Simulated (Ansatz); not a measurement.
The elements of this relaxed trial crystal are hidden behind letters.

```
lattice vectors (Å)
   6.0466    0.0000    0.0000
  -3.0233    5.2365    0.0000
   0.0000    0.0000    4.7461
fractional positions
X 0.0052 0.5026 0.0000
X 0.4974 0.9948 0.0000
X 0.4974 0.5026 0.0000
X 0.1595 0.8405 0.5000
X 0.1595 0.3189 0.5000
X 0.6811 0.8405 0.5000
X 0.6667 0.3333 0.5000
Z 0.0000 0.0000 0.0000
```

Level of theory: DFT PBE, scalar-relativistic, plane waves, PAW (Ansatz). Plane waves to 420 eV, a 6×6×8 mesh through Γ for the 8-atom cell and 0.10 eV Gaussian smearing; no spin polarisation.

| Property | Result |
| --- | --- |
| Space group | P-6m2 (No. 187) |
| Conventional cell | a = 6.047 Å, c = 4.746 Å |
| Volume per atom | 18.78 Å³ |
| Density | 1.88 g/cm³ |
| Energy over the elements | −0.25 eV/atom |
| Gap on the 6×6×8 mesh of the 8-atom cell | 0 eV (a metal) |

Energies are uncorrected and count from the elements' standard states at the same level.

Question: X is an s-block element of period 2 and Z is a p-block element of period 5. Which elements are they?

Answer: X = Li, Z = Sb, so the formula is Li7Sb. Density times volume gives a mean mass of 1.88 × 18.78/1.6605 = 21.3 u per atom, and this set has 21.3 u. Among the elements that the hints allow, noble gases aside, only these give it. Li on a site of symmetry mm2 is surrounded by 10 Li at 2.96–3.07 Å and 2 Sb at 3.02 Å; Li on a second site of symmetry mm2 has 10 Li at 2.89–3.15 Å and 2 Sb at 2.90 Å; Sb is surrounded by 12 Li at 2.90–3.02 Å; 1 more site not described.

Spin–orbit coupling, which can matter for Sb, is left out. A later test with randomly moved atoms led to a structure 29 meV/atom lower, so this end is a saddle point or a shallow minimum.
